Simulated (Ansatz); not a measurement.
SiB₂Os₂ in space group Cmmm (No. 65; Si on 2a, Os on 4j, B on 4i), plane-wave PAW PBEsol (Ansatz code), all energies at zero smearing, with the estimated change up to a 700 eV cutoff added, with one set of potentials and settings (totals compare only within such a set). Cell of 5 atoms (1 Si, 2 Os, 2 B): -23428.316 eV.

```
element                reference phase  E (eV/atom)
-------  -----------------------------  -----------
Si          Fd-3m, 2 atoms in the cell    -621.4920
Os       P6_3/mmc, 2 atoms in the cell  -11251.0612
B           R-3m, 12 atoms in the cell    -152.6698
```

Formation energy per atom, worked out: (-23428.316 − 1×(-621.4920) − 2×(-11251.0612) − 2×(-152.6698))/5 = 0.128 eV/atom (12 kJ per mol of atoms), at 0 K, without zero-point energy or fitted corrections.

The start of the workflow was typed in or built on a structure type; neither database checked (COD, Materials Project) lists it. Its standing as an ambient phase is unchecked. The cell was relaxed with PBEsol under the symmetry of its start; whether a distortion lowers the energy is not shown. No spin polarisation was allowed. The references are the lowest solids computed at this level, not always the standard phases. Scalar-relativistic: spin–orbit coupling is off unless named, which matters more the heavier the elements.

Potentials: the later of the program's two PAW sets.
